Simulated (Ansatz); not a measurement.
AlN:
```
CELL_PARAMETERS angstrom
      0.00000     2.20159     2.20159
      2.20159     0.00000     2.20159
      2.20159     2.20159     0.00000
ATOMIC_POSITIONS crystal
  Al 0.00000 0.00000 0.00000
  N  0.25000 0.25000 0.25000
```

This is the PBE-relaxed structure.

Question: All from plane-wave PAW PBE (Ansatz code), unless another level is named. Give the hole effective mass, band 1 of 3 at the edge.

Answer: 1.5 along [100], 4.4 along [111] (mₑ).

Question: And the smallest direct gap on the standard path?

Answer: 3.98 eV.

Question: Predict the weight of the valence-edge state by species (Voronoi cells).

Answer: N 87 %, Al 13 %.

Space group F-43m (zinc blende). Symmetry was held in the PBE relaxation.

Potentials: the later of the program's two PAW sets.
